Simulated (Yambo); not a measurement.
Yambo run on SrTiO₃ (cubic perovskite, space group Pm-3m, No. 221). The wavefunctions come from this Quantum ESPRESSO step (PBEsol, PseudoDojo standard norm-conserving files, fully relativistic):

```
&CONTROL
  calculation = 'nscf'
  pseudo_dir = './pseudo'
  outdir = './out'
/
&SYSTEM
  ibrav = 0
  nat = 5
  ntyp = 3
  ecutwfc = 84.0
  ecutrho = 336.0
  occupations = 'fixed'
  force_symmorphic = .true.
  nbnd = 192
  noncolin = .true.
  lspinorb = .true.
/
&ELECTRONS
  conv_thr = 5e-09
  diago_full_acc = .true.
  diago_thr_init = 1e-08
/
ATOMIC_SPECIES
O 15.9990 O.upf
Ti 47.8670 Ti.upf
Sr 87.6200 Sr.upf
CELL_PARAMETERS angstrom
  3.912700000000   0.000000000000   0.000000000000
  0.000000000000   3.912700000000   0.000000000000
  0.000000000000   0.000000000000   3.912700000000
ATOMIC_POSITIONS crystal
O   0.500000000000   0.000000000000   0.500000000000
O   0.000000000000   0.500000000000   0.500000000000
O   0.500000000000   0.500000000000   0.000000000000
Ti   0.500000000000   0.500000000000   0.500000000000
Sr   0.000000000000   0.000000000000   0.000000000000
K_POINTS automatic
4 4 4 0 0 0
```

Yambo input:

```
rim_cut
gw0
dyson
el_el_corr
HF_and_locXC
ppa
em1d
RandQpts= 1000000
RandGvec= 1 Ry
EXXRLvcs= 84 Ry
VXCRLvcs= 336 Ry
Chimod= "HARTREE"
% BndsRnXp
 3 | 190 |
%
NGsBlkXp= 7 Ry
% LongDrXp
 1.0 | 1.0 | 1.0 |
%
PPAPntXp= 27.2114 eV
% GbndRnge
 1 | 190 |
%
GTermKind= "BG"
DysSolver= "n"
ExtendOut
% QPkrange
 1 | 1 | 38 | 42 |
 3 | 3 | 40 | 41 |
 6 | 6 | 40 | 41 |
 10 | 10 | 40 | 41 |
%
```

k points by index: 1 = Γ, 3 = X, 6 = M, 10 = R.

Table of the .qp output:

```
#    K-point    Band    Eo [eV]    E [eV]    E-Eo [eV]    Vxc [eV]    Vnlxc [eV]    Sc|Eo [eV]    Sc|E [eV]    dSc/dw|Eo [eV]    Re(Z)    Im(Z)
#
    1    38    -0.346008    -0.682100    -0.336092    -20.29404    -25.19764    4.468633    4.567500    -8.001484    0.772765    -0.001451
    1    39    -0.346008    -0.683582    -0.337574    -20.29404    -25.19763    4.466707    4.566014    -8.001807    0.772758    -0.001452
    1    40    -0.346008    -0.679368    -0.333360    -20.29404    -25.19763    4.472167    4.570229    -8.001410    0.772767    -0.001451
    1    41    1.828070    3.118242    1.290172    -18.77655    -11.46840    -5.656368    -6.017979    -7.625848    0.781098    -0.001504
    1    42    1.828070    3.118399    1.290329    -18.77655    -11.46840    -5.656168    -6.017821    -7.625819    0.781098    -0.001504
    3    40    -0.726233    -1.091532    -0.365299    -19.96369    -24.97759    4.540590    4.648602    -8.043162    0.771852    -0.001308
    3    41    2.009318    3.351681    1.342363    -19.31584    -11.74984    -5.835695    -6.223641    -7.863102    0.775814    -0.001574
    6    40    -0.093143    -0.433447    -0.340304    -19.75461    -24.83799    4.640559    4.743077    -8.194207    0.768559    -0.001470
    6    41    3.793670    5.180745    1.387075    -21.37616    -13.37233    -6.137150    -6.616759    -9.406143    0.743113    -0.002991
    10    40    0.000000    -0.320358    -0.320358    -19.93972    -25.02404    4.667291    4.763962    -8.207831    0.768263    -0.001448
    10    41    4.474641    5.914879    1.440238    -21.77004    -12.96046    -6.854217    -7.369343    -9.703562    0.736827    -0.015130
```
(The two width columns are left out.) Convergence of these settings isn't established.

Geometry of the Materials Project entry, not relaxed at this level.
